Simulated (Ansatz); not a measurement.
# How the vibrations of CdPd change with volume

Level of theory: Ansatz 0.2.0, DFT LDA, scalar-relativistic, plane waves, PAW. Cutoff 420 eV, 14×14×12 k-points (Γ-centred), Fermi-Dirac smearing of 0.15 eV. No spin polarisation. Phonons by linear response, acoustic sum rule imposed.

Relaxed structure:
```
CELL_PARAMETERS angstrom
2.96888 0.00000 0.00000
0.00000 2.96888 0.00000
0.00000 0.00000 3.61364
ATOMIC_POSITIONS crystal
Cd 0.00000 0.00000 0.00000
Pd 0.50000 0.50000 0.50000
```

In a metal, frequencies depend on the k mesh and the smearing, soft modes most.

Cells at 0.98 and 1.02 times the equilibrium volume were relaxed in shape and atoms; γ = −d ln ν / d ln V, modes matched by rank.

(1) Give the optical frequencies at Γ (cm⁻¹) at the three volumes and the mode Grüneisen parameters.

(2) What pressures hold the two strained cells, and what bulk modulus follows?

## Answers

(1)
```json
{"0.98 V": "163", "V": "156", "1.02 V": "149", "γ": "2.31", "degeneracy": "2"}
{"0.98 V": "205", "V": "194", "1.02 V": "185", "γ": "2.58", "degeneracy": "1"}
```

(2) 3.32 GPa at 0.98 V and -2.92 GPa at 1.02 V, so B = −dP/d ln V ≈ 156 GPa.